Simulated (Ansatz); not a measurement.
Consider a crystal of Ti4Ge in space group P-3m1 (No. 164), with Ti on 2d and 2d; Ge on 1a. Recipe of this trial structure of Ti4Ge: close-packed layers stacked ABCBC (elements of the layers in order: Ge Ti Ti Ti Ti).

These are results of Ansatz, DFT PBE, scalar-relativistic, plane waves, PAW, not measurements. Cutoff 420 eV, Γ-centred mesh, Gaussian smearing, no spin polarisation.

The zero of energy is the elements' standard structures at the same level; no fitted shifts are applied.

Problem. Which cell and coordinates does it relax to?

Solution.

Space group P-3m1 (No. 164). a = 2.971 Å, b = 2.971 Å, c = 11.220 Å, α = 90.00°, β = 90.00°, γ = 120.00°
| atom | site | symmetry | x | y | z |
| --- | --- | --- | --- | --- | --- |
| Ti | 2d | 3m. | 0.3333 | 0.6667 | 0.1947 |
| Ti | 2d | 3m. | 0.6667 | 0.3333 | 0.3943 |
| Ge | 1a | -3m. | 0.0000 | 0.0000 | 0.0000 |

Ti on its first site has 3 Ge at 2.78 Å and 9 Ti at 2.82–2.97 Å; Ti on its second site has 12 Ti at 2.82–2.97 Å; Ge is surrounded by 6 Ti at 2.78 Å and 6 Ge at 2.97 Å. Another local minimum with the same sites may exist.

Problem. Where does its energy lie, and is it a metal?

Solution. The energy over the elements is −0.13 eV/atom and the gap on the 12×12×4 mesh of the 5-atom cell is 0 eV (a metal). It lies below the elements, which doesn't yet make it stable against other compounds or structures.

The last run used Gaussian smearing of 0.10 eV. Symmetry constrained the relaxation, so the result can be a saddle point.
